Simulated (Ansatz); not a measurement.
Be:
```
Be
1.0
    2.26245     0.00000     0.00000
   -1.13123     1.95934     0.00000
    0.00000     0.00000     3.56636
Be
2
Direct
  0.33333   0.66667   0.75000
  0.66667   0.33333   0.25000
```

Relaxed with PBE. Special points in fractions of this cell's reciprocal vectors: Γ (0.000, 0.000, 0.000); M (0.500, 0.000, 0.000); K (0.333, 0.333, 0.000); A (0.000, 0.000, 0.500); L (0.500, 0.000, 0.500); H (0.333, 0.333, 0.500).

**Question.** List the band energies nearest the Fermi level at these points for plane-wave PAW PBE (Ansatz code).

**Answer.** In eV from the Fermi level; about four levels below and three above (degenerate sets whole), none deeper than 8.9 eV; … stands for higher levels left out; points with the same levels are listed once.

```tsv
k	below	above
Γ	-4.49	1.05 …
M	-5.05 -3.17	3.59 6.45 …
K	-2.51 -1.04 -1.04	…
A	–	10.64 10.64 …
L	-3.66 -3.66	1.53 1.53 …
H	-1.17 -1.17	0.32 0.32 …
```

Space group P6_3/mmc (hcp (Mg type)). Symmetry was held in the PBE relaxation.

Potentials: the earlier of the program's two PAW sets.
